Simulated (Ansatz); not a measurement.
Calculated Fe-57 Mössbauer parameters for FeNi3

Cell: a COD entry, taken as it stands.

```
Fe Ni
1.0
     3.54500    0.00000    0.00000
     0.00000    3.54500    0.00000
     0.00000    0.00000    3.54500
Fe Ni
1 3
Direct
  0.00000 0.00000 0.00000
  0.00000 0.50000 0.50000
  0.50000 0.00000 0.50000
  0.50000 0.50000 0.00000
```

Atom numbers follow the list; atoms alike are taken as one site, whose name carries the number of the first.

Level of theory: DFT, PBE, plane waves and PAW, scalar-relativistic, collinear spin, 420 eV cutoff, Γ-centred 9×9×9 k-points, Fermi–Dirac smearing 0.05 eV (Ansatz 0.2.0). Start moments as typed (μB): 3 on each Fe, 1.5 on each Ni.

Isomer shifts (against α-Fe) follow from the electron density at the nucleus, δ = α(ρ − ρ₀), with α = -0.366 mm s⁻¹ a₀³ and ρ₀ = 14904.00 a₀⁻³ from a line fitted to 10 measured compounds at this level of theory (rms miss 0.11 mm/s). ΔE_Q = ½eQV_zz(1 + η²/3)^½ with Q = 0.160 b for the 14.4 keV state. B_c is the Fermi-contact field along the atom's own moment; orbital and dipolar fields are not included.

(1) Where do the absorption lines lie when the magnetic splitting is averaged out (above the ordering temperature, with the gradients of this state)?

(2) And the six lines of Fe from the contact field alone, leaving the quadrupole term aside?

Answers

(1) Fe (1 atom a cell): δ = -0.07, |ΔE_Q| = 0.00 mm/s, a single line at -0.07 mm/s.

(2) With |B_c| = 18.5 T and nuclear moments 0.090604 and -0.15532 μN the lines lie at -3.06, -1.80, -0.54, 0.41, 1.66, 2.92 mm/s, in the ratio 3:2:1:1:2:3 for a powder.

The magnetic order is the one that the run reached from its start moments, not necessarily the measured one. Semilocal functionals underestimate the core's spin polarisation, so contact fields of ionic iron come out too small in magnitude.

Hardware: 1 thread of Arm Neoverse V2 (aarch64; 28 cores open to the job, memory cap 3.0 GiB, no GPU), a shared host with a load of 0.9 a core. Wall time 18 s, CPU time 18 s, peak memory 0.48 GiB.
